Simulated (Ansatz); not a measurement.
Ta3N: what symmetry allows forces and stress to be

```xyz
4
Lattice="2.8460 0.0000 0.0000 -1.4230 2.4647 0.0000 0.0000 0.0000 7.7393" Properties=species:S:1:pos:R:3 pbc="T T T"
Ta    0.0000    0.0000    3.8928
Ta    0.0000    1.6431    1.2988
Ta    1.4230    0.8216    6.4245
N     0.0000    0.0000   -0.0072
```

These are results of Ansatz 0.2.0, DFT PBE, scalar-relativistic, plane waves, PAW, not measurements.

Plane waves to 420 eV, a k mesh through Γ of 15×15×6 on the computed 4-atom cell and Gaussian smearing (0.10 eV); no spin polarisation.

This distorted cell has space group P3m1, with 6 operations.

Question: Without a calculation: in which directions can each atom feel a force?

Answer: A force must be left unchanged by every operation that keeps its atom in place, so it lies in the space that those operations leave fixed. Atoms that the group maps onto each other feel forces of one size.
| atom | site symmetry | operations at the site | equivalent to atom | allowed force (Cartesian) |
| --- | --- | --- | --- | --- |
| Ta1 | 3m. | 6 | 1 | along (0.00, 0.00, 1.00) |
| Ta2 | 3m. | 6 | 2 | along (0.00, 0.00, 1.00) |
| Ta3 | 3m. | 6 | 3 | along (0.00, 0.00, 1.00) |
| N4 | 3m. | 6 | 4 | along (0.00, 0.00, 1.00) |

That leaves 4 independent force components of 12, tied by 1 condition that the forces sum to zero, so 3 remain. A relaxation in this cell that keeps the symmetry moves the atoms in these directions alone.

Question: And the stress tensor?

Answer: It must be invariant under the point group, which leaves 2 independent components: yz, xz, xy vanish; xx = yy.

Question: Do the computed values obey this?

Answer: Yes. Forces (eV/Å):
```
Ta1  0.000  0.000 -0.432
Ta2  0.000  0.000  2.539
Ta3  0.000  0.000 -2.097
N4   0.000  0.000 -0.010
```

Stress (GPa, compression positive, xx yy zz yz xz xy): 38.21 38.21 19.25 0.00 0.00 0.00. The program imposes the same operations on density, forces and stress, so this confirms the analysis and is no independent test of the calculation.

Spin–orbit coupling is left out, which can shift energies with elements as heavy as these.